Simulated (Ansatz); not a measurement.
**Data sheet: HgPd (DFT)**

HgPd:
```xyz
2
Lattice="3.0177 0.0000 0.0000 0.0000 3.0177 0.0000 0.0000 0.0000 3.7252" Properties=species:S:1:pos:R:3 pbc="T T T"
Hg     0.0000     0.0000     0.0000
Pd     1.5089     1.5089     1.8626
```

Space group P4/mmm (No. 123), L1₀ or tetragonal B2; conventional cell a = b = 3.0177 Å, c = 3.7252 Å, α = β = γ = 90.00°.

Method: DFT-PBEsol in the program Ansatz with PAW potentials. Geometry: relaxed at this level of theory. Other levels are named where they apply.

Cell and energy:

| Quantity | Result |
|---|---|
| Volume per atom | 16.96 Å³ |
| Density | 15.03 g/cm³ |
| Formation energy from the elements (no fitted shifts) | -0.25 eV/atom |

Electronic structure:

| Item | Result |
|---|---|
| Electronic character | metallic (no gap) |
| Density of states at the Fermi level | 0.25 states/eV per atom (mean over ±0.08 eV) |
| Gap with spin–orbit coupling | none (metallic) |

Mechanics:

| Quantity | Result |
|---|---|
| Bulk modulus (Birch–Murnaghan fit) | 146 GPa |
| Pressure derivative B′ | 5.7 |
| Elastic constants (relaxed ions, GPa) | C11 = 192, C12 = 110, C13 = 134, C33 = 172, C44 = 62.3, C66 = 36.0 |
| Mechanical stability | stable (all eigenvalues of C positive) |
| Hill bulk and shear moduli | 146 and 39.9 GPa |
| Young's modulus | 110 GPa |
| Poisson's ratio | 0.37 |
| Debye temperature from the elastic constants | 213 K |

Phonons:

| Property | Result |
|---|---|
| Highest zone-centre frequency | 167 cm^-1 |
| Zone-centre stability | no imaginary mode at Γ |

The workflow started from an entry of the Crystallography Open Database (COD). Whether it is the stable phase at ambient conditions was not checked. Symmetry was held in the PBEsol relaxation. The run is not spin-polarised. As this level gives no gap, shear constants depend on the k-mesh and smearing (Fermi–Dirac, 0.1 eV here). As this level gives no gap, phonon frequencies hold no LO–TO term and depend on the k-mesh and smearing (Fermi–Dirac, 0.1 eV here). Axis ratios of metals converge slowly with the k-mesh, so a and c are less sure than the volume. The references are the lowest solids computed at this level, not always the standard phases. Spin–orbit coupling is left out wherever it is not named.

Potentials: the later of the program's two PAW sets.
